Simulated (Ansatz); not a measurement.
SiC:
```xyz
2
Lattice="0.0000 2.1782 2.1782 2.1782 0.0000 2.1782 2.1782 2.1782 0.0000" Properties=species:S:1:pos:R:3 pbc="T T T"
C      3.2673     3.2673     3.2673
Si     0.0000     0.0000     0.0000
```

Relaxed with r²SCAN. Special points in fractions of this cell's reciprocal vectors: Γ (0.000, 0.000, 0.000); X (0.500, 0.000, 0.500); U (0.625, 0.250, 0.625); K (0.375, 0.375, 0.750); L (0.500, 0.500, 0.500); W (0.500, 0.250, 0.750).

Task: List the band energies nearest the valence-band maximum at these points for plane-wave PAW r²SCAN (Ansatz code).

Result: In eV from the valence-band maximum; about four levels below and three above (degenerate sets whole), none deeper than 8.9 eV; … stands for higher levels left out; points with the same levels are listed once.

```csv
k,below,above
Γ,0.00 0.00 0.00,6.82 …
X,-8.06 -3.33 -3.33,1.71 4.82 …
U,-7.51 -5.72 -2.71,3.54 8.41 …
L,-8.83 -1.11 -1.11,5.99 …
W,-7.24 -5.18 -4.81,5.72 10.12 …
```

Space group F-43m (zinc blende). The cell was relaxed with r²SCAN under the symmetry of its start.

Potentials: the later of the program's two PAW sets.
